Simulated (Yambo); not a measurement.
## How GW settings move the gap: PbTe

G0W0@PBE for PbTe (rock salt, space group Fm-3m, No. 225) in Yambo. Reference settings: 4×4×4 Γ-centred k mesh, bands 9 to 312 and a 15 Ry block in the screening, 312 bands in G with the Bruneval-Gonze terminator, plasmon pole fitted at 27.2 eV. The PBE gap L → L on this mesh is 0.72 eV; G0W0 gaps are taken between the same points.

| change from the reference | G0W0 gap L → L (eV) | shift of the valence edge (eV) | rough Yambo cost |
|---|---|---|---|
| reference settings | 0.93 | -0.48 | 1 |
| 165 bands in W, 165 bands in G | 0.92 | -0.40 | about 1/2 |
| 165 bands in G | 0.93 | -0.49 | – |
| 9 Ry block | 0.90 | -0.42 | within a factor of two |
| no terminator | 0.91 | -0.42 | – |

The reference isn't shown to be the converged limit. Costs are rough (shared machines), scaled to the same edge states, and given only for runs that recompute the screening.

Spin-orbit coupling is left out; with 6p states at a band edge it can lower the gap by many tenths of an eV, most of a small gap.

Geometry relaxed with PBEsol; primitive cell a = 4.5531 Å, b = 4.5531 Å, c = 4.5531 Å, α = 60.00°, β = 60.00°, γ = 60.00°.

A shift is the quasiparticle energy of the state minus its PBE energy.

The potentials are those of PseudoDojo's stringent table.
